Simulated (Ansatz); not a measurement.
Relaxed-ion elastic tensor of ZnGeP2 (chalcopyrite, I-42d) in GPa (Voigt order), the program Ansatz at the LDA level (PAW); density 4.33 g/cm³, 19.18 Å³ per atom.

```
      1     2     3     4     5     6
-  ----  ----  ----  ----  ----  ----
1   139  63.3  64.1   0.0   0.0   0.0
2  63.3   139  64.1   0.0   0.0   0.0
3  64.1  64.1   139   0.0   0.0   0.0
4   0.0   0.0   0.0  69.9   0.0   0.0
5   0.0   0.0   0.0   0.0  69.9   0.0
6   0.0   0.0   0.0   0.0   0.0  69.7
```

**Question.** Is the crystal mechanically stable?

**Answer.** Yes: the smallest eigenvalue of C is 69.7 GPa.

**Question.** Work out the Voigt, Reuss and Hill averages.

**Answer.** K_V = 88.8, K_R = 88.8, K_H = 88.8; G_V = 56.9, G_R = 51.9, G_H = 54.4 GPa.

**Question.** Give Young's modulus, Poisson's ratio, Pugh's ratio and the universal anisotropy index.

**Answer.** E = 9KG/(3K + G) = 136 GPa; ν = 0.25; K/G = 1.63 (brittle by the Pugh limit of 1.75); A_U = 5G_V/G_R + K_V/K_R − 6 = 0.48.

**Question.** Estimate the sound speeds and the Debye temperature.

**Answer.** v_l = √((K + 4G/3)/ρ) = 6110 m/s, v_t = √(G/ρ) = 3550 m/s, mean 3930 m/s; Θ = (h/k)(3n/4πV)^(1/3) v_m = 438 K.

**Question.** Solve the Christoffel equation for the three sound speeds along x, y, z.

**Answer.** Eigenvalues of C_ijkl n_j n_l equal ρv² (piezoelectric stiffening left out). In km/s, slowest first: x 4.01, 4.02, 5.67; y 4.01, 4.02, 5.67; z 4.02, 4.02, 5.66.

**Question.** How much does each axis shrink under pressure?

**Answer.** Linear compressibilities β_i = Σ_j S_ij (j = 1 to 3): x 3.8, y 3.8, z 3.7 per TPa.

The cell was relaxed with LDA under the symmetry of its start.

Potentials: the later of the program's two PAW sets.
